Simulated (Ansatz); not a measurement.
A generator proposed this cell of TiSn5.

```
Ti Sn
1.0
     3.18315    1.83779    4.77750
    -3.18315    1.83779    4.77750
     0.00000   -3.67559    4.77750
Ti Sn
1 5
Direct
  0.00000 0.00000 0.00000
  0.75126 0.75126 0.75126
  0.24874 0.24874 0.24874
  0.88258 0.88258 0.88258
  0.11742 0.11742 0.11742
  0.50000 0.50000 0.50000
```

All numbers below come from Ansatz 0.2.0, DFT PBE, scalar-relativistic, plane waves, PAW. Settings: cutoff 420 eV, Γ-centred mesh 3×3×3 on the computed 6-atom cell, Gaussian smearing of 0.10 eV; no spin polarisation.

The zero of energy is the elements' standard structures at the same level; no fitted shifts are applied. The references include grey tin.

Task: Estimate its pressure, forces and energy as it stands.

Result: The pressure is 86.9 GPa (the mean over three directions, positive in compression), the largest force is 35.48 eV/Å, and the energy is +7.85 eV/atom against the elements. The shortest distance is 1.68 Å, so close that the PAW spheres overlap strongly and these values are rough.

Task: Is it a good guess?

Result: A poor one: relaxing gains about 7.7 eV/atom (the start's value is from the coarse mesh, so the gain is rough) in 20 ionic steps and ends at +0.18 eV/atom on the finer mesh. The symmetry stays R-3m (No. 166). The volume per atom shrinks by 5.6 %, from 27.9 to 26.4 Å³. The shortest distance goes from 1.68 Å (Ti–Sn) to 2.85 Å (Ti–Sn). The ratio c/a of the conventional cell changes by a factor of 1.45. Conventional cell: a = 5.519 Å, c = 18.002 Å. Around Ti lie 2 Sn at 2.85 Å and 6 Sn at 3.19 Å; Sn on a site of symmetry 3m is surrounded by 5 Sn at 3.03–3.20 Å and 3 Ti at 3.19 Å; Sn on a second site of symmetry 3m has 1 Ti at 2.85 Å and 7 Sn at 3.03–3.20 Å; 1 more site not described.

The last run used collinear spin, a 12×12×12 mesh for its 6-atom cell and Gaussian smearing of 0.10 eV. Another magnetic order may lie lower. The relaxation can't lower the symmetry of the start, and the grade says only how near the guess is to its own end. Symmetry constrained the relaxation, so the result can be a saddle point.
